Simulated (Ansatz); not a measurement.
# Sb$_{2}$W: all-electron results

```
W Sb
1.0
     3.46868    0.00000    0.00000
    -1.73434    3.00396    0.00000
     0.00000    0.00000    6.68859
W Sb
1 2
Direct
  0.00000 0.00000 0.00000
  0.33333 0.66667 0.28561
  0.66667 0.33333 0.71439
```

Atoms are numbered in the order listed.

The structure comes from a relaxation in the same program, started in the CdI2 type, and has space group P-3m1. Whether it is a known phase or the ground state wasn't checked.

No spin–orbit coupling, which matters for the heavy atoms here.

All numbers are computed: DFT, PBE, all-electron LAPW, scalar-relativistic (Ansatz 0.2.0); DFT, PBE, PAW with Ansatz's default frozen-core files, scalar-relativistic (Ansatz 0.2.0).

For LAPW: a Γ-centred 12×12×7 k mesh, Fermi–Dirac smearing of 0.05 eV, basis error target 1 meV/atom, no spin polarisation. PAW takes a cutoff of 420 eV at this cell. The Ansatz runs share mesh, smearing and spin set-up. Values come from LAPW unless marked.

| Quantity | Value |
| --- | --- |
| Volume per atom | 23.23 Å³ |
| Pressure at this cell | 0.1 kbar |

Bader charges (from the PAW run): what does the calculation give?

W1 +0.20, Sb2 -0.10 e.

Give the computed value. Band gap.

None at this level of theory (metallic, semimetallic, or a small gap that the functional closes).

Predict this quantity. Löwdin charges (with 0.19 e of the cell spilling out of the atomic basis, so their sizes and signs hang on that basis).

W1 0.10, Sb2 0.04 e.

Give the computed value. Density of states at the Fermi level (0.2 eV bin).

0.71 states/eV per cell.
